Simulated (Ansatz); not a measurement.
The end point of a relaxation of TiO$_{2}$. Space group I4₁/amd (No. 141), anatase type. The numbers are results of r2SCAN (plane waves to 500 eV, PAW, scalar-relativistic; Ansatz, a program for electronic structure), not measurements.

```cif
data_O4Ti2
_chemical_formula_sum 'O4 Ti2'
_space_group_name_H-M_alt 'P 1'
_space_group_IT_number 1
_cell_length_a 5.48848
_cell_length_b 5.48848
_cell_length_c 5.48848
_cell_angle_alpha 139.737
_cell_angle_beta 139.737
_cell_angle_gamma 58.253
loop_
_space_group_symop_operation_xyz
  'x, y, z'
loop_
_atom_site_label
_atom_site_type_symbol
_atom_site_fract_x
_atom_site_fract_y
_atom_site_fract_z
_atom_site_occupancy
O1 O 0.20721 0.20721 0.00000 1
O2 O 0.54279 0.04279 0.50000 1
O3 O 0.79279 0.79279 0.00000 1
O4 O 0.95721 0.45721 0.50000 1
Ti1 Ti 0.75000 0.25000 0.50000 1
Ti2 Ti 0.00000 0.00000 0.00000 1
```

Problem. Give the band gap at the level r2SCAN.

Solution. 2.53 eV, indirect (valence top at 87 % of the way from Γ to X, conduction bottom at Γ) (no spin-orbit coupling).

Problem. Predict the smallest direct gap from r2SCAN.

Solution. 2.87 eV at 50 % of the way from Γ to M.

No spin polarisation in the result.

Measured for TiO2: gap 3.42 eV (0 K or low temperature; as listed in Wei Kang, Mark S. Hybertsen, Physical Review B (2010)). Computed minus measured — gap: r2SCAN -0.89 eV. The computed values are for a static lattice, and a measured gap can be an optical one, lowered by exciton binding.

The run could not lose the symmetry of its start.
